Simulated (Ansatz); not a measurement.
PbSe:
```
PbSe
1.0
    2.16660    -3.75645     0.00000
    4.33639     0.00000     0.00000
    2.16938    -1.25307     3.54106
Pb Se
1 1
Direct
  0.00882   0.49008   0.99308
  0.50923   0.98989   0.49283
```

Relaxed with PBE+D3(BJ). Special points in fractions of this cell's reciprocal vectors: Γ (0.000, 0.000, 0.000); X (0.500, 0.000, 0.000); Y (0.000, 0.500, 0.000); Z (0.000, 0.000, 0.500); R (0.500, 0.500, 0.500); T (0.000, 0.500, 0.500); U (0.500, 0.000, 0.500); V (0.500, 0.500, 0.000).

Question: List the band energies nearest the valence-band maximum at these points for DFT-PBE+D3(BJ) in the program Ansatz with PAW potentials.

Answer: In eV from the valence-band maximum; about four levels below and three above (degenerate sets whole), none deeper than 8.9 eV; points with the same levels are listed once.

| k | below | above |
|---|---|---|
| Γ | -6.31 -1.86 -1.85 -1.85 | 4.69 4.69 4.71 |
| X | -8.76 -1.45 -1.45 0.00 | 0.31 1.71 1.71 |
| T | -7.36 -4.93 -3.20 -3.20 | 3.72 5.58 5.60 |
| V | -7.36 -4.94 -3.20 -3.20 | 3.72 5.59 5.59 |

Space group Fm-3m (rock salt). Symmetry was held in the PBE+D3(BJ) relaxation; of distortions, only those at the zone centre were tested. Point labels and valley counts follow the cell and symmetry of the run, lower than the named group. Scalar-relativistic: spin–orbit coupling is off unless named, which matters more the heavier the elements.

Potentials: the later of the program's two PAW sets.
